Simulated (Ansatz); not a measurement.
LaBi2Au in space group P4/nmm (No. 129; Bi on 2c, La on 2c, Bi on 2b, Au on 2a) at seven volumes, the program Ansatz at the r²SCAN level (PAW), shape and atoms relaxed at each. One row is withheld.

| V (Å³/atom) | P (GPa) |
|---|---|
| 25.644 | 7.33 |
| 26.490 | 4.45 |
| 27.335 | 2.03 |
| 28.181 | 0.00 |
| 29.026 | -1.71 |
| 29.872 | ? |
| 30.717 | -4.32 |

### Question
Fit the shown pressures and predict the withheld one.

### Answer
P = (3/2)B₀(x^(7/2) − x^(5/2))[1 + (3/4)(B′ − 4)(x − 1)] with x = (V₀/V)^(2/3). Least squares on the six rows gives V₀ = 28.181 Å³/atom, B₀ = 61.8 GPa, B′ = 4.85. At V = 29.872, x = 0.9619 and P = -3.13 GPa. The run itself gave -3.13 GPa.

The workflow started from an entry of the Crystallography Open Database (COD, 100 K). Its standing as an ambient phase is unchecked. Symmetry was held in the r²SCAN relaxation; whether a distortion lowers the energy is not shown. Scalar-relativistic: spin–orbit coupling is off unless named, which matters more the heavier the elements.

Potentials: the later of the program's two PAW sets.
